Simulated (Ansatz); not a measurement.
Data:

Al3V:
```yaml
crystal:
  lattice:
    - [3.86931, 0.00000, 0.00000]
    - [0.00000, 3.86931, 0.00000]
    - [0.00000, 0.00000, 3.86931]
  atoms:
    - { symbol: Al, position: [0.50000, 0.50000, 0.00000] }
    - { symbol: Al, position: [0.00000, 0.50000, 0.50000] }
    - { symbol: Al, position: [0.50000, 0.00000, 0.50000] }
    - { symbol: V, position: [0.00000, 0.00000, 0.00000] }
```

This is the PBEsol-relaxed structure.

Task: All from plane-wave PAW PBEsol (Ansatz code), unless another level is named. Predict the Debye temperature from the elastic constants.

Result: 574 K.

Task: What about the highest zone-centre frequency?

Result: 367 cm^-1.

Task: Next, the vibrational entropy at 300 K?

Result: 24.4 J/(K·mol of atoms).

Task: Give the zero-point energy.

Result: 45.4 meV/atom.

Space group Pm-3m (Cu3Au type). The first step of the workflow began from a Materials Project structure, measured or hypothetical; the Crystallography Open Database copy checked does not list it. Its standing as an ambient phase is unchecked. The PBEsol relaxation kept the symmetry of its start; its stability against distortions is not shown here. No spin polarisation was allowed. As this level gives no gap, shear constants depend on the k-mesh and smearing (Fermi–Dirac, 0.1 eV here). As this level gives no gap, phonon frequencies hold no LO–TO term and depend on the k-mesh and smearing (Fermi–Dirac, 0.1 eV here).

Potentials: the later of the program's two PAW sets.
